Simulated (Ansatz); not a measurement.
## Bands of TiRe

```
Ti Re
1.0
     3.11800    0.00000    0.00000
     0.00000    3.11800    0.00000
     0.00000    0.00000    3.11800
Ti Re
1 1
Direct
  0.50000 0.50000 0.50000
  0.00000 0.00000 0.00000
```

Atoms are numbered in the order listed.

The cell comes from COD entry 1523516, which wasn't checked; take it as a given geometry.

Spin polarisation is left out, and whether a magnetic state lies lower isn't shown here.

No spin–orbit coupling, which matters for the heavy atoms here.

Theory: DFT, PBEsol, all-electron LAPW, scalar-relativistic (Ansatz 0.2.0).

Settings: a Γ-centred 13×13×13 k mesh, Fermi–Dirac smearing of 0.05 eV, basis error target 1 meV/atom, no spin polarisation.

Points in fractions of the reciprocal vectors of this cell: Γ (0, 0, 0), X (0, 0.5, 0), M (0.5, 0.5, 0), R (0.5, 0.5, 0.5). The path joins them by straight lines in the order Γ–X–M–Γ–R–X–R–M; legs that retrace an earlier one aren't tabulated. Energies are in eV from the Fermi level.

Task: List the levels at Γ between -20 and 2.5 eV.

Result: -7.63, -4.15 (×2), 0.00 (×3).

Task: List the levels at X between -20 and 2.5 eV.

Result: -4.54, -2.58, -2.36, -0.22 (×2), -0.08, 1.48 (×2), 1.52.

Task: List the levels at M between -20 and 2.5 eV.

Result: -4.49, -4.27, -1.94 (×2), 1.61 (×2), 2.49.

Task: What is the band gap?

Result: none: with an odd electron count and no spin polarisation the bands can't all be full, a metal in this set-up (spin order or a larger cell could open a gap).
